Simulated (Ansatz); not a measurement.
**4 guesses for InGa3AsP and where they end**

Computed with DFT PBE, scalar-relativistic, plane waves, PAW (Ansatz 0.2.0). Settings: cutoff 420 eV, Γ-centred meshes spaced at most about 0.3 Å⁻¹, and about 0.25 Å⁻¹ or finer for metals (2π included), Gaussian smearing. No spin polarisation in the final relaxations.

Each guess was relaxed in cell and atoms at zero pressure, within the symmetry of its start. Temperature and zero-point effects are left out. Coordination counts As or P atoms around Ga and In (for each partner element, those within 1.25 times its shortest distance or 1.15 times the sum of covalent radii, where it is the nearest in units of that sum or under 1.3; a plus sign parts groups by distance over the sum of covalent radii; the shortest distance is added where it exceeds 1.18 times the sum of covalent radii).

```csv
guess,made from,start group,V start (Å³/atom),end group,V end (Å³/atom),coordination at the end,gap on mesh (eV),E over the lowest end (meV/atom)
1,random cell,P4/mmm,23.5,P4/mmm,24.4,"In 2, Ga 2",0,248
2,LaMnAlNi3 type,P-6m2,21.7,?,?,?,?,?
3,random cell,P6mm,21.1,P6mm,33.2,"In 1+1, Ga 2 from 3.1 Å",0,316
4,LaAlCuNi3 type,P-6m2,21.2,P-6m2,22.3,"In 3 from 3.7 Å, Ga 4",0,0
```

Guess 2 as it starts:

```cif
data_structure
_symmetry_space_group_name_H-M 'P-6m2'
_symmetry_Int_Tables_number 187
_cell_length_a 5.8496
_cell_length_b 5.8496
_cell_length_c 4.3879
_cell_angle_alpha 90.000
_cell_angle_beta 90.000
_cell_angle_gamma 120.000
_cell_volume 130.03
loop_
_atom_site_label
_atom_site_type_symbol
_atom_site_symmetry_multiplicity
_atom_site_Wyckoff_symbol
_atom_site_fract_x
_atom_site_fract_y
_atom_site_fract_z
_atom_site_occupancy
In1 In 1 a 0.00000 0.00000 0.00000 1
Ga1 Ga 3 k 0.16717 0.33435 0.50000 1
P1 P 1 c 0.33333 0.66667 0.00000 1
As1 As 1 e 0.66667 0.33333 0.00000 1
```

Q: Predict the end of this guess and its energy over the lowest end.

A: It ends in space group P-6m2 (No. 187), with a = 5.282 Å, c = 5.335 Å, 21.5 Å³/atom and no gap. It lies 259 meV/atom over the lowest end, above guess 1 and below guess 3. The shortest distance is 2.60 Å (Ga–Ga) in this end and 2.59 Å (Ga–P) in the lowest (guess 4).

```cif
data_structure
_symmetry_space_group_name_H-M 'P-6m2'
_symmetry_Int_Tables_number 187
_cell_length_a 5.2821
_cell_length_b 5.2821
_cell_length_c 5.3349
_cell_angle_alpha 90.000
_cell_angle_beta 90.000
_cell_angle_gamma 120.000
_cell_volume 128.91
loop_
_atom_site_label
_atom_site_type_symbol
_atom_site_symmetry_multiplicity
_atom_site_Wyckoff_symbol
_atom_site_fract_x
_atom_site_fract_y
_atom_site_fract_z
_atom_site_occupancy
In1 In 1 a 0.00000 0.00000 0.00000 1
Ga1 Ga 3 k 0.16903 0.33805 0.50000 1
P1 P 1 c 0.33333 0.66667 0.00000 1
As1 As 1 e 0.66667 0.33333 0.00000 1
```

The zero of energy is the elements' standard structures at the same level; no fitted shifts are applied. The references include black phosphorus.

Q: Is the lowest end bound against the elements?

A: No: its formation energy is +0.11 eV/atom. A positive value: parting into the elements would lower its energy.

The k mesh leaves some 4 meV/atom of noise in the energy of each metallic cell. The reference forms of As and P are held partly by dispersion forces, which this level lacks. Cells relaxed within their symmetry can be saddle points. A lower structure may well exist outside this small set. Some structure types and database cells were kept out of the candidates from the start, so a known form may be missing.
